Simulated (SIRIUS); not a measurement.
Consider a self-consistent single point of CsPbCl3 (P1, 5 atoms in the cell; from Materials Project mp-675022, changed as shown).

```xyz
5
Lattice="4.0032 2.3112 3.2956 -4.0032 2.3112 3.2956 0.0000 -4.6224 3.2956" Properties=species:S:1:pos:R:3 pbc="T T T"
Cs    -0.0209     0.0043     4.9447
Pb     0.0033    -0.0264     0.0186
Cl     1.9241    -3.3588     4.9217
Cl     1.9265     3.3558     5.0060
Cl    -3.8331     0.0251     4.8823
```

Level of theory: PBEsol, GBRV PBEsol ultrasoft pseudopotentials (plane waves; SIRIUS 7.12.0).

SIRIUS settings:

| setting | value |
|---|---|
| parameters.ngridk | 6 6 6 |
| parameters.xc_functionals | [XC_GGA_X_PBE_SOL, XC_GGA_C_PBE_SOL] |
| parameters.gk_cutoff | 6.325 1/bohr |
| parameters.pw_cutoff | 14.143 1/bohr |
| parameters.smearing | fermi_dirac |
| parameters.smearing_width | 0.000734986 Ha |
| potentials | GBRV PBEsol ultrasoft pseudopotentials |
| parameters.electronic_structure_method | pseudopotential |
| parameters.num_bands | 26 |
| parameters.num_mag_dims | 0 |
| parameters.num_dft_iter | 100 |
| parameters.energy_tol | 1e-07 Ha |
| parameters.density_tol | 1e-06 |
| mixer.type | broyden2 |
| mixer.beta | 0.3 |
| mixer.use_hartree | true |

Results:

- Number of valence electrons = 44
- Number of bands = 26
- Number of k-points after the program's reduction = 112
- Number of plane waves (most at a k-point) = 5298
- Number of SCF iterations = 17
- FFT grid = 54 × 54 × 54
- Free energy E − TS = -4448.2518 eV
- Gap on the k-point mesh = 2.05 eV
- Pressure = -0.73 GPa
- Largest force (vector length) = 0.132 eV/Å

Forces (eV/Å):
```csv
atom,Fx,Fy,Fz
Cs1,-0.014,0.006,0.001
Pb2,-0.047,0.109,-0.057
Cl3,0.029,0.004,0.024
Cl4,0.057,-0.018,-0.051
Cl5,-0.024,-0.101,0.082
```

Stress (GPa, positive for compression):
```
-0.72   0.02  -0.04
 0.02  -0.73  -0.05
-0.04  -0.05  -0.73
```

The gap is read on the k-point mesh of the run and can differ from the gap over the whole zone at this level.

For comparison: a first run was changed to give this one (atoms moved at random), and from it to this one the free energy goes up by 1.5 meV/atom, the pressure hardly changes (-0.81 to -0.73 GPa), the largest force goes from 0.015 to 0.132 eV/Å and the gap on the mesh moves little (2.048 to 2.050 eV).

Spin-orbit coupling is left out, which matters for bands and gaps with elements this heavy. The structure comes from a collection of computed structures, made at another level of theory; the collection holds predicted forms beside known ones.

Cost on one core: around 3 core-minutes (rough).
